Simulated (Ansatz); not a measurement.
Property card for Al3GaAs4

Method: DFT PBE, scalar-relativistic, plane waves, PAW (Ansatz 0.2.0).

Plane waves to 420 eV, a k mesh through Γ of 8×8×4 on the computed 8-atom cell and Gaussian smearing (0.02 eV); no spin polarisation.

The structure is relaxed at this level of theory with its symmetry kept, and needn't be the ground state of this composition.

```cif
data_structure
_symmetry_space_group_name_H-M 'P-4m2'
_symmetry_Int_Tables_number 115
_cell_length_a 4.0555
_cell_length_b 4.0555
_cell_length_c 11.4558
_cell_angle_alpha 90.000
_cell_angle_beta 90.000
_cell_angle_gamma 90.000
_cell_volume 188.41
loop_
_atom_site_label
_atom_site_type_symbol
_atom_site_symmetry_multiplicity
_atom_site_Wyckoff_symbol
_atom_site_fract_x
_atom_site_fract_y
_atom_site_fract_z
_atom_site_occupancy
Al1 Al 2 e 0.00000 0.00000 0.74976 1
Al2 Al 1 c 0.50000 0.50000 0.50000 1
Ga1 Ga 1 b 0.50000 0.50000 0.00000 1
As1 As 2 g 0.50000 0.00000 0.87413 1
As2 As 2 g 0.50000 0.00000 0.37510 1
```

| Property | Result |
| --- | --- |
| Space group | P-4m2 (No. 115) |
| Volume per atom | 23.55 Å³ |
| Formation energy from the elements' standard states (uncorrected) | -0.452 eV/atom |
| Kohn–Sham band gap | 1.27 eV, direct at Γ |
| Orbital (Löwdin) character of the top 1 eV of the valence band | As 4p 78 %, Al 3p 13 % |
| Orbital (Löwdin) character of the lowest 1 eV of the conduction band | Al 3p 31 %, As 4p 16 %, As 4s 15 %, Ga 4s 12 %, Ga 4p 9 %, Al 3s 8 %, unprojected 9 % |
| Electron masses at the edge by direction of the standard setting (m_e; one valley, along these axes only; no spin-orbit coupling) | x: 0.085; y: 0.085; z: 0.10 |
| Hole masses at the edge by direction of the standard setting (m_e; one valley, along these axes only; no spin-orbit coupling) | x: 4.0, 0.087, 0.22; y: 4.0, 0.087, 0.22; z: 0.47, 0.47, 0.086 |
| Bader charge by site (e) | Al (2 in the cell) 1.95, Al (1 in the cell) 1.95, Ga (1 in the cell) 0.69, As (2 in the cell) -1.32, As (2 in the cell) -1.94 |

The cell was found from a structure generator's guess, not taken from experiment. Kohn–Sham gaps at this level usually fall short of measured ones. Löwdin shares on free-atom orbitals overweight diffuse shells in the empty bands.
